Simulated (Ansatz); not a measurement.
Total density of states per atom from plane-wave PAW LDA (Ansatz code), in 0.25 eV bins, energy from the Fermi level:

(E (eV), states/eV/atom): (-7.85, 0.46); (-7.60, 0.30); (-7.35, 0.15); (-7.10, 0.12); (-6.85, 0.10); (-6.60, 0.17); (-6.35, 0.26); (-6.10, 0.28); (-5.85, 0.30); (-5.60, 0.32); (-5.35, 0.34); (-5.10, 0.37); (-4.85, 0.42); (-4.60, 0.54); (-4.35, 0.57); (-4.10, 0.54); (-3.85, 0.53); (-3.60, 0.52); (-3.35, 0.62); (-3.10, 0.64); (-2.85, 0.66); (-2.60, 0.78); (-2.35, 0.82); (-2.10, 0.73); (-1.85, 0.32); (-1.60, 0.32); (-1.35, 0.50); (-1.10, 0.58); (-0.85, 0.92); (-0.60, 0.25); (-0.35, 0.06); (-0.10, 0.00); (0.15, 0.02); (0.40, 0.03); (0.65, 0.07); (0.90, 0.25); (1.15, 0.44); (1.40, 0.54); (1.65, 0.44); (1.90, 0.49); (2.15, 0.56); (2.40, 0.58); (2.65, 0.56); (2.90, 0.55); (3.15, 0.59); (3.40, 0.58); (3.65, 0.64); (3.90, 0.64); (4.15, 0.54); (4.40, 0.54); (4.65, 0.53)

Question: Which compound is it?
(A) Mg2TeS, R3m (Mg on 3a, Mg on 3a, Te on 3a, S on 3a)
(B) FeS2, Pnnm (Fe on 2a, S on 4g)
(C) GeS, Cmcm (Ge on 4c, S on 4c)
(D) TaS2, P6_3/mmc (Ta on 2d, S on 4e)

Answer: C, GeS, Cmcm (Ge on 4c, S on 4c). Within 0.5 eV of the Fermi level: S 3p 38 %, Ge 4p 35 %, Ge 4s 20 %. Projections are on Löwdin-orthogonalised atomic valence shells; empty p or d shells of many metals are not among them.

The first step of the workflow began from a Materials Project structure, measured or hypothetical; the Crystallography Open Database copy checked does not list it. COD files the formula under space group No. 62, so this cell is another polymorph or a model. Whether it is the stable phase at ambient conditions was not checked. The cell was relaxed with LDA under the symmetry of its start. At this level the phase is dynamically unstable (imaginary phonons). A crystal of weakly bound layers computed without a dispersion correction: the cell and the soft elastic constants depend strongly on that. Scalar-relativistic: spin–orbit coupling is off unless named, which matters more the heavier the elements.

Potentials: the later of the program's two PAW sets.
